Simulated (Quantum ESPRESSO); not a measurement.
# InGaAl2P4: one run as intended and one with a planted mistake

Computed values, not a measurement. The program is pw.x of Quantum ESPRESSO 7.5 (plane-wave density functional theory). The cell is made up: 8 atoms on a zincblende/diamond lattice, with randomly drawn elements, strain and displacements, not relaxed. PseudoDojo standard norm-conserving files (v0.5 for PBE, v0.4.1 for LDA and PBEsol) set the functional; there is no spin polarisation, spin-orbit coupling or dispersion term, and the masses in the input are unused placeholders.

Intended input:

```
&control calculation='scf', pseudo_dir='./dojo.nc.sr.pbe.v0_5.standard.upf', outdir='./o', disk_io='medium', tprnfor=.true., tstress=.true. /
&system ibrav=0, nat=8, ntyp=4, nbnd=32, ecutwfc=79.96652505, nosym=.true., tot_charge=0,
 occupations='smearing', smearing='fd', degauss=0.0018374661
/
&electrons conv_thr=7.350e-09, electron_maxstep=60, /
ATOMIC_SPECIES
Al 1.0 Al.upf
Ga 1.0 Ga.upf
In 1.0 In.upf
P 1.0 P.upf
CELL_PARAMETERS angstrom
5.6697 0.0495 -0.0706
0.0495 5.7402 0.0256
-0.0706 0.0256 5.6844
ATOMIC_POSITIONS angstrom
In 0.1029 -0.1006 -0.169
Ga -0.0958 2.8017 2.9901
Al 2.7603 0.0409 2.7336
Al 2.8865 2.8856 -0.0765
P 1.2802 1.3699 1.3342
P 1.4134 4.3954 4.3295
P 4.1091 1.6014 4.2466
P 4.4639 4.4349 1.4456
K_POINTS automatic
4 4 4 1 1 1
```

The log is shortened where brackets say so; the opening notice, blank lines, dates and the lines on written files are dropped, and the path of the files is cut. It prints rydbergs, bohrs and kilobars, and counts compression as positive stress.

Log of the intended run:

```
     Program PWSCF v.7.5
     Parallel version (MPI & OpenMP), running on       1 processor cores
     Number of MPI processes:                 1
     Threads/MPI process:                     1
     [start-up lines left out]
     bravais-lattice index     =            0
     lattice parameter (alat)  =      10.7154  a.u.
     unit-cell volume          =    1248.1285 (a.u.)^3
     number of atoms/cell      =            8
     number of atomic types    =            4
     number of electrons       =        52.00
     number of Kohn-Sham states=           32
     kinetic-energy cutoff     =      79.9665  Ry
     charge density cutoff     =     319.8661  Ry
     scf convergence threshold =      7.3E-09
     mixing beta               =       0.7000
     number of iterations used =            8  plain     mixing
     Exchange-correlation= PBE
                           (   1   4   3   4   0   0   0)
     [axes and pseudopotential details left out]
   Cartesian axes
     site n.     atom                  positions (alat units)
         1        In     tau(   1) = (   0.0181470  -0.0177414  -0.0298041  )
         2        Ga     tau(   2) = (  -0.0168949   0.4940960   0.5273214  )
         3        Al     tau(   3) = (   0.4867949   0.0072130   0.4820862  )
         4        Al     tau(   4) = (   0.5090510   0.5088922  -0.0134912  )
         5        P      tau(   5) = (   0.2257707   0.2415898   0.2352939  )
         6        P      tau(   6) = (   0.2492613   0.7751542   0.7635324  )
         7        P      tau(   7) = (   0.7246635   0.2824162   0.7489125  )
         8        P      tau(   8) = (   0.7872346   0.7821203   0.2549399  )
     number of k points=    32  Fermi-Dirac smearing, width (Ry)=  0.0018
                       cart. coord. in units 2pi/alat
        k(    1) = (   0.1255160   0.1218361   0.1257014), wk =   0.0625000
        k(    2) = (   0.1286318   0.1206968   0.3751275), wk =   0.0625000
     [further k points left out]
     Dense  grid:   120601 G-vectors     FFT dimensions: (  64,  64,  64)
     Estimated max dynamical RAM per process >     155.10 MB
     Initial potential from superposition of free atoms
     starting charge      51.9880, renormalised to      52.0000
     Starting wfcs are   42 randomized atomic wfcs
     total cpu time spent up to now is       12.4 secs
     per-process dynamical memory:   102.2 Mb
     Self-consistent Calculation
     iteration #  1     ecut=    79.97 Ry     beta= 0.70
     Davidson diagonalization with overlap
     ethr =  1.00E-02,  avg # of iterations =  4.0
     Threshold (ethr) on eigenvalues was too large:
     Diagonalizing with lowered threshold
     Davidson diagonalization with overlap
     ethr =  7.20E-04,  avg # of iterations =  2.0
     total cpu time spent up to now is       68.6 secs
     total energy              =    -350.55105798 Ry
     estimated scf accuracy    <       0.38211051 Ry
     iteration #  2     ecut=    79.97 Ry     beta= 0.70
     Davidson diagonalization with overlap
     ethr =  7.35E-04,  avg # of iterations =  2.0
     total cpu time spent up to now is       96.2 secs
     total energy              =    -350.64555009 Ry
     estimated scf accuracy    <       0.09423273 Ry
     [iterations 3 to 8 left out]
     iteration #  9     ecut=    79.97 Ry     beta= 0.70
     Davidson diagonalization with overlap
     ethr =  8.21E-10,  avg # of iterations =  2.1
     total cpu time spent up to now is      302.8 secs
     total energy              =    -350.66371955 Ry
     estimated scf accuracy    <       0.00000001 Ry
     iteration # 10     ecut=    79.97 Ry     beta= 0.70
     Davidson diagonalization with overlap
     ethr =  2.18E-11,  avg # of iterations =  5.0
     total cpu time spent up to now is      341.3 secs
     End of self-consistent calculation
     [lines on levels left out]
!    total energy              =    -350.66371956 Ry
     estimated scf accuracy    <          6.9E-09 Ry
     smearing contrib. (-TS)   =      -0.00000000 Ry
     internal energy E=F+TS    =    -350.66371956 Ry
     The total energy is F=E-TS. E is the sum of the following terms:
     one-electron contribution =    -169.10043539 Ry
     hartree contribution      =     115.36875756 Ry
     xc contribution           =    -102.58549229 Ry
     ewald contribution        =    -194.34654945 Ry
     convergence has been achieved in  10 iterations
     Forces acting on atoms (cartesian axes, Ry/au):
     atom    1 type  3   force =    -0.11117232    0.08032538    0.06526379
     atom    2 type  2   force =     0.02784486    0.02314586   -0.03520339
     atom    3 type  1   force =     0.01002099    0.00373231   -0.00115151
     atom    4 type  1   force =    -0.01801587    0.02856424    0.06585762
     atom    5 type  4   force =     0.06432319    0.07089022    0.05361439
     atom    6 type  4   force =     0.11369467   -0.11929961   -0.12912006
     atom    7 type  4   force =    -0.00791596   -0.04198586   -0.03690169
     atom    8 type  4   force =    -0.07877958   -0.04537254    0.01764084
     Total force =     0.314398     Total SCF correction =     0.000154
     Computing stress (Cartesian axis) and pressure
          total   stress  (Ry/bohr**3)                   (kbar)     P=       -1.71
  -0.00000376  -0.00022426  -0.00012482           -0.55      -32.99      -18.36
  -0.00022426  -0.00003607   0.00015018          -32.99       -5.31       22.09
  -0.00012482   0.00015018   0.00000500          -18.36       22.09        0.74
     init_run     :     11.05s CPU     12.27s WALL (       1 calls)
     electrons    :    306.51s CPU    328.92s WALL (       1 calls)
     forces       :      4.29s CPU      4.35s WALL (       1 calls)
     stress       :     18.05s CPU     18.73s WALL (       1 calls)
     [timing details left out]
     PWSCF        :   5m40.10s CPU   6m 4.62s WALL
     JOB DONE.
```

A second run has one planted mistake: the smearing is too wide. The input lines that differ, file-writing options aside:

```
- &system ibrav=0, nat=8, ntyp=4, nbnd=32, ecutwfc=79.96652505, nosym=.true., tot_charge=0,
+ &system ibrav=0, nat=8, ntyp=4, nbnd=50, ecutwfc=79.96652505, nosym=.true., tot_charge=0,
-  occupations='smearing', smearing='fd', degauss=0.0018374661
+  occupations='smearing', smearing='fd', degauss=0.0360143357
```

Its log:

```
     Program PWSCF v.7.5
     Parallel version (MPI & OpenMP), running on       1 processor cores
     Number of MPI processes:                 1
     Threads/MPI process:                     1
     [start-up lines left out]
     bravais-lattice index     =            0
     lattice parameter (alat)  =      10.7154  a.u.
     unit-cell volume          =    1248.1285 (a.u.)^3
     number of atoms/cell      =            8
     number of atomic types    =            4
     number of electrons       =        52.00
     number of Kohn-Sham states=           50
     kinetic-energy cutoff     =      79.9665  Ry
     charge density cutoff     =     319.8661  Ry
     scf convergence threshold =      7.3E-09
     mixing beta               =       0.7000
     number of iterations used =            8  plain     mixing
     Exchange-correlation= PBE
                           (   1   4   3   4   0   0   0)
     [axes and pseudopotential details left out]
   Cartesian axes
     site n.     atom                  positions (alat units)
         1        In     tau(   1) = (   0.0181470  -0.0177414  -0.0298041  )
         2        Ga     tau(   2) = (  -0.0168949   0.4940960   0.5273214  )
         3        Al     tau(   3) = (   0.4867949   0.0072130   0.4820862  )
         4        Al     tau(   4) = (   0.5090510   0.5088922  -0.0134912  )
         5        P      tau(   5) = (   0.2257707   0.2415898   0.2352939  )
         6        P      tau(   6) = (   0.2492613   0.7751542   0.7635324  )
         7        P      tau(   7) = (   0.7246635   0.2824162   0.7489125  )
         8        P      tau(   8) = (   0.7872346   0.7821203   0.2549399  )
     number of k points=    32  Fermi-Dirac smearing, width (Ry)=  0.0360
                       cart. coord. in units 2pi/alat
        k(    1) = (   0.1255160   0.1218361   0.1257014), wk =   0.0625000
        k(    2) = (   0.1286318   0.1206968   0.3751275), wk =   0.0625000
     [further k points left out]
     Dense  grid:   120601 G-vectors     FFT dimensions: (  64,  64,  64)
     Estimated max dynamical RAM per process >     176.11 MB
     Initial potential from superposition of free atoms
     starting charge      51.9880, renormalised to      52.0000
     Starting wfcs are   42 randomized atomic wfcs +    8 random wfcs
     total cpu time spent up to now is       16.0 secs
     per-process dynamical memory:    97.8 Mb
     Self-consistent Calculation
     iteration #  1     ecut=    79.97 Ry     beta= 0.70
     Davidson diagonalization with overlap
     ethr =  1.00E-02,  avg # of iterations =  6.7
     Threshold (ethr) on eigenvalues was too large:
     Diagonalizing with lowered threshold
     Davidson diagonalization with overlap
     ethr =  7.08E-04,  avg # of iterations =  1.9
     total cpu time spent up to now is       97.1 secs
     total energy              =    -350.57931078 Ry
     estimated scf accuracy    <       0.36571706 Ry
     iteration #  2     ecut=    79.97 Ry     beta= 0.70
     Davidson diagonalization with overlap
     ethr =  7.03E-04,  avg # of iterations =  2.8
     total cpu time spent up to now is      131.6 secs
     total energy              =    -350.65987553 Ry
     estimated scf accuracy    <       0.10948905 Ry
     [iterations 3 to 9 left out]
     iteration # 10     ecut=    79.97 Ry     beta= 0.70
     Davidson diagonalization with overlap
     ethr =  3.14E-11,  avg # of iterations =  2.5
     total cpu time spent up to now is      417.4 secs
     total energy              =    -350.68413635 Ry
     estimated scf accuracy    <          7.6E-09 Ry
     iteration # 11     ecut=    79.97 Ry     beta= 0.70
     Davidson diagonalization with overlap
     ethr =  1.47E-11,  avg # of iterations =  2.0
     total cpu time spent up to now is      468.0 secs
     End of self-consistent calculation
     [lines on levels left out]
!    total energy              =    -350.68413635 Ry
     estimated scf accuracy    <          4.2E-10 Ry
     smearing contrib. (-TS)   =      -0.07970614 Ry
     internal energy E=F+TS    =    -350.60443021 Ry
     The total energy is F=E-TS. E is the sum of the following terms:
     one-electron contribution =    -169.03953433 Ry
     hartree contribution      =     115.34444453 Ry
     xc contribution           =    -102.56279096 Ry
     ewald contribution        =    -194.34654945 Ry
     convergence has been achieved in  11 iterations
     Forces acting on atoms (cartesian axes, Ry/au):
     atom    1 type  3   force =    -0.10941553    0.07882385    0.06043605
     atom    2 type  2   force =     0.02849527    0.01984277   -0.03046369
     atom    3 type  1   force =     0.00956343    0.00280581    0.00203144
     atom    4 type  1   force =    -0.01816363    0.02554011    0.06034599
     atom    5 type  4   force =     0.06235885    0.06986206    0.05194395
     atom    6 type  4   force =     0.11370098   -0.11536580   -0.12704838
     atom    7 type  4   force =    -0.01020422   -0.03996834   -0.03507452
     atom    8 type  4   force =    -0.07633515   -0.04154044    0.01782916
     Total force =     0.305527     Total SCF correction =     0.000058
     Computing stress (Cartesian axis) and pressure
          total   stress  (Ry/bohr**3)                   (kbar)     P=        3.52
   0.00002598  -0.00022277  -0.00014536            3.82      -32.77      -21.38
  -0.00022277   0.00000387   0.00015632          -32.77        0.57       22.99
  -0.00014536   0.00015632   0.00004193          -21.38       22.99        6.17
     init_run     :     12.07s CPU     15.84s WALL (       1 calls)
     electrons    :    422.21s CPU    452.01s WALL (       1 calls)
     forces       :      8.08s CPU      8.18s WALL (       1 calls)
     stress       :     24.65s CPU     24.77s WALL (       1 calls)
     [timing details left out]
     PWSCF        :   7m47.35s CPU   8m22.92s WALL
     JOB DONE.
```

```
                                            intended run  run with the mistake
                          free energy (eV)     -4771.023             -4771.301
                    smearing term -TS (eV)        0.0000               -1.0845
                            pressure (GPa)         -0.17                  0.35
            largest force component (eV/Å)         3.320                 3.267
largest change of a force component (eV/Å)                               0.142
                                iterations            10                    11
```

For scale, a rerun of the intended cell at 1377 eV and a 6 x 6 x 6 mesh moved values by no more than 0.007 eV in energy, 0.02 GPa in stress and 0.002 eV/Å in force. The number of bands, nbnd, was set by rule from the electron count and the smearing, so it follows the mistake.